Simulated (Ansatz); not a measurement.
**Computed properties of Cr$_{2}$C**

Cr2C:
```yaml
crystal:
  lattice:
    - [2.77556, 0.00000, 0.00000]
    - [-1.38778, 2.40371, 0.00000]
    - [0.00000, 0.00000, 4.17772]
  atoms:
    - { symbol: Cr, position: [0.66667, 0.33333, 0.24602] }
    - { symbol: Cr, position: [0.33333, 0.66667, 0.75398] }
    - { symbol: C, position: [0.00000, 0.00000, 0.50000] }
```

Space group P-3m1 (No. 164); conventional cell a = b = 2.7756 Å, c = 4.1777 Å, α = β = 90.00°, γ = 120.00°.

Method: LDA in the plane-wave PAW code Ansatz. Geometry: relaxed at this level of theory. Other levels are named where they apply.

**Cell and energy**

- Volume per atom: 9.29 Å³
- Density: 6.91 g/cm³
- Formation energy from the elements (no fitted shifts): -121 meV/atom

**Electronic structure**

- Electronic character = metallic (no gap)
- Density of states at the Fermi level = 0.68 states/eV per atom (mean over ±0.08 eV)

**Mechanics**

* **Bulk modulus (Birch–Murnaghan fit)**: 2870 kbar
* **Pressure derivative B′**: 4.8
* **Elastic constants (relaxed ions, GPa)**: C11 = 545, C12 = 131, C13 = 179, C14 = -15.7, C33 = 529, C44 = 132
* **Mechanical stability**: stable (all eigenvalues of C positive)
* **Hill bulk and shear moduli**: 288 and 166 GPa
* **Young's modulus**: 417 GPa
* **Poisson's ratio**: 0.26
* **Debye temperature from the elastic constants**: 771 K

**Phonons**

* **Highest zone-centre frequency**: 90.3 meV
* **Zone-centre stability**: no imaginary mode at Γ

The first step of the workflow began from a Materials Project structure, measured or hypothetical; the Crystallography Open Database copy checked does not list it. Whether it is the stable phase at ambient conditions was not checked. The cell was relaxed with LDA under the symmetry of its start. The run is not spin-polarised. As this level gives no gap, shear constants depend on the k-mesh and smearing (Fermi–Dirac, 0.1 eV here). As this level gives no gap, phonon frequencies hold no LO–TO term and depend on the k-mesh and smearing (Fermi–Dirac, 0.1 eV here). On the denser mesh and wider smearing of the elastic run this cell carries a stress of 0.5 GPa. The references are the lowest solids computed at this level, not always the standard phases.

Potentials: the later of the program's two PAW sets.
